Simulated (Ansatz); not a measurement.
Ga₃Sb: a fit and a missing row

Ga₃Sb, I4/mmm, a = 4.493 Å, c = 8.270 Å. The structure is a Materials Project entry; whether it is the stable form wasn't checked. Ansatz: PBE+D3(BJ), PAW, 420 eV, Γ-centred 14×14×14 mesh on 4 atoms, Gaussian smearing 0.10 eV; no spin polarisation. Shape and atoms are relaxed at each volume; pressure is positive in compression.

| V (Å³/atom) | P (GPa) |
| --- | --- |
| 18.364 | 8.90 |
| 18.990 | 6.04 |
| 19.616 | 3.66 |
| 20.242 | 1.69 |
| 20.868 | -0.01 |
| 21.494 | -1.45 |
| 22.120 | ? |
| 22.955 | -3.96 |

Task: Take V0 = 20.868 Å³/atom, count pressures from its P0 = -0.01 GPa, fit the third-order Birch–Murnaghan form to the other rows, and predict the missing pressure.

Result: With the Eulerian strain f = ½[(V0/V)^(2/3) − 1] and y = (P − P0)/[3f(1 + 2f)^(5/2)], the form is the line y = B0 + 1.5 B0 (B0′ − 4) f. Rows (f, y): 0.04448, 54.0; 0.03244, 53.1; 0.02106, 52.4; 0.01026, 52.5; -0.00976, 51.7; -0.03078, 50.1. Means f = 0.01128, y = 52.300; Σ(Δf)² = 0.003858, ΣΔfΔy = 0.1793; the slope is their ratio. y = 51.78 + 46.47 f GPa, so B0 = 51.8 GPa and B0′ = 4 + 2 × (46.47)/(3 × 51.78) = 4.60. At V = 22.120, f = -0.01905, y = 50.89 and P = -2.65 GPa. The run gave -2.65 GPa, the same to the digits shown.